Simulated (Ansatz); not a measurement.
Consider the following.

MoPt:
```yaml
crystal:
  lattice:
    - [0.00000, 2.59101, 2.59101]
    - [2.59101, 0.00000, 2.59101]
    - [2.59101, 2.59101, 0.00000]
  atoms:
    - { symbol: Pt, position: [0.00000, 0.00000, 0.00000] }
    - { symbol: Mo, position: [0.50000, 0.50000, 0.50000] }
```

This is the PBEsol-relaxed structure.

Q: All from PBEsol (plane waves, PAW; program Ansatz), unless another level is named. Predict the formation energy from the elements (no fitted shifts).

A: 75 kJ/mol of atoms.

Q: And the density of states at the Fermi level?

A: 1.8 states/eV per atom (mean over ±0.08 eV).

Space group Fm-3m (rock salt). The start of the workflow was typed in or built on a structure type; neither database checked (COD, Materials Project) lists it. Its standing as an ambient phase is unchecked. The cell was relaxed with PBEsol under the symmetry of its start; its stability against distortions is not shown here. No spin polarisation was allowed. Its formation energy is positive at this level, so the cell may be metastable or incomplete. The references are the lowest solids computed at this level, not always the standard phases. Scalar-relativistic: spin–orbit coupling is off unless named, which matters more the heavier the elements.

Potentials: the earlier of the program's two PAW sets. The files were generated under PBE; for other functionals the program regenerates the frozen cores, and for LDA and PBEsol the local potential too.
